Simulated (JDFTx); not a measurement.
**Report: Tl(0001) in implicit electrolytes**

Tl(0001) slab cut from bulk Tl (space group P6_3/mmc, indices of the conventional cell, lattice of the Materials Project entry mp-82, not re-optimised): 4 atoms in 4 planes, a 1x1 cell of 10.59 Å² (|a| = 3.497, |b| = 3.497 Å), 8.6 Å between the outermost planes, cell height 24.5 Å, 8×8×1 k mesh, Fermi smearing 0.01 Ha, no spin polarisation.

Method: PBE, GBRV ultrasoft potentials, plane waves to 20/100 Ha, in a modified build of JDFTx. Outer atoms relaxed in vacuum, keeping the start's symmetry. The same nuclei were then put into each liquid, at zero charge and at set potentials or charges. The surface is an ideal bare cut with both faces alike: no reconstruction, overlayer or explicit solvent molecules. Potentials refer to SHE, placed 4.44 V below the bulk liquid's zero by convention. Convergence in thickness and k mesh wasn't tested for this slab.

In vacuum the work function is 3.57 eV, which would put the uncharged electrode at -0.87 V vs SHE if the liquid did nothing. Each liquid moves the Fermi level of the neutral slab, now counted from the bulk liquid: linear PCM (GLSSA13), water, 2 M NaCl by 0.29 eV, to a potential of zero charge of -1.16 V; SaLSA, water, 2 M NaCl by 0.62 eV, to a potential of zero charge of -1.48 V; CANDLE, water, 2 M NaCl by 0.38 eV, to a potential of zero charge of -1.25 V. The models of water differ by 0.33 V among themselves.

Charging:

```csv
liquid,U − U_pzc (V),σ (μC/cm²),σ/(U − U_pzc) (μF/cm²),Δγ (mJ/m²)
"linear PCM (GLSSA13), water",-0.69,-12.3,18,-44
"linear PCM (GLSSA13), water",-0.49,-9.0,18,-23
"linear PCM (GLSSA13), water",-0.14,-2.7,19,-2
"linear PCM (GLSSA13), water",0.16,3.1,20,-2
"linear PCM (GLSSA13), water",0.20,4.0,20,-4
"linear PCM (GLSSA13), water",0.31,6.2,20,-9
"CANDLE, water",0.30,4.6,15,-7
```

The mean capacitance runs from 15 to 20 μF/cm². Δγ, the grand free energy per area against the neutral surface, is negative throughout, since charging at a held potential lowers it. The cavity function reaches one half at 2.6 Å (linear PCM (GLSSA13), water), 3.1 Å (SaLSA, water), 3.2 Å (CANDLE, water) above the top atoms; the models define their cavities differently. No specific adsorption of ions or solvent is in these numbers.
